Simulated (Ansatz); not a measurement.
Relaxed-ion elastic tensor of Li₃Pb in space group Fm-3m (No. 225; Pb on 4a, Li on 4b, Li on 8c) in GPa (Voigt order), DFT-LDA in the program Ansatz with PAW potentials; density 5.54 g/cm³, 17.09 Å³ per atom.

```json
[
 {"": "1", "1": "41.2", "2": "25.3", "3": "25.3", "4": "0.0", "5": "0.0", "6": "0.0"},
 {"": "2", "1": "25.3", "2": "41.2", "3": "25.3", "4": "0.0", "5": "0.0", "6": "0.0"},
 {"": "3", "1": "25.3", "2": "25.3", "3": "41.2", "4": "0.0", "5": "0.0", "6": "0.0"},
 {"": "4", "1": "0.0", "2": "0.0", "3": "0.0", "4": "37.1", "5": "0.0", "6": "0.0"},
 {"": "5", "1": "0.0", "2": "0.0", "3": "0.0", "4": "0.0", "5": "37.1", "6": "0.0"},
 {"": "6", "1": "0.0", "2": "0.0", "3": "0.0", "4": "0.0", "5": "0.0", "6": "37.1"}
]
```

Problem. Is the crystal mechanically stable?

Solution. Yes: the smallest eigenvalue of C is 15.9 GPa.

Problem. Work out the Voigt, Reuss and Hill averages.

Solution. K_V = 30.6, K_R = 30.6, K_H = 30.6; G_V = 25.4, G_R = 15.0, G_H = 20.2 GPa.

Problem. Give Young's modulus, Poisson's ratio, Pugh's ratio and the universal anisotropy index.

Solution. E = 9KG/(3K + G) = 49.7 GPa; ν = 0.23; K/G = 1.51 (brittle by the Pugh limit of 1.75); A_U = 5G_V/G_R + K_V/K_R − 6 = 3.47.

Problem. Estimate the sound speeds and the Debye temperature.

Solution. v_l = √((K + 4G/3)/ρ) = 3220 m/s, v_t = √(G/ρ) = 1910 m/s, mean 2120 m/s; Θ = (h/k)(3n/4πV)^(1/3) v_m = 245 K.

Problem. Give the Zener ratio and Young's modulus along [100], [110] and [111].

Solution. A = 2C44/(C11 − C12) = 4.68; 1/E = S11 − 2(S11 − S12 − S44/2)Γ with Γ = 0, 1/4, 1/3 gives 21.9, 47.9, 79.3 GPa.

Problem. Solve the Christoffel equation for the three sound speeds along [100], [110], [111].

Solution. Eigenvalues of C_ijkl n_j n_l equal ρv². In km/s, slowest first: [100] 2.59, 2.59, 2.73; [110] 1.20, 2.59, 3.56; [111] 1.79, 1.79, 3.80.

The workflow started from an entry of the Crystallography Open Database (COD). Whether it is the stable phase at ambient conditions was not checked. The cell was relaxed with LDA under the symmetry of its start; of distortions, only those at the zone centre were tested. As this level gives no gap, shear constants depend on the k-mesh and smearing (Fermi–Dirac, 0.1 eV here). Spin–orbit coupling is left out wherever it is not named.

Potentials: the later of the program's two PAW sets.
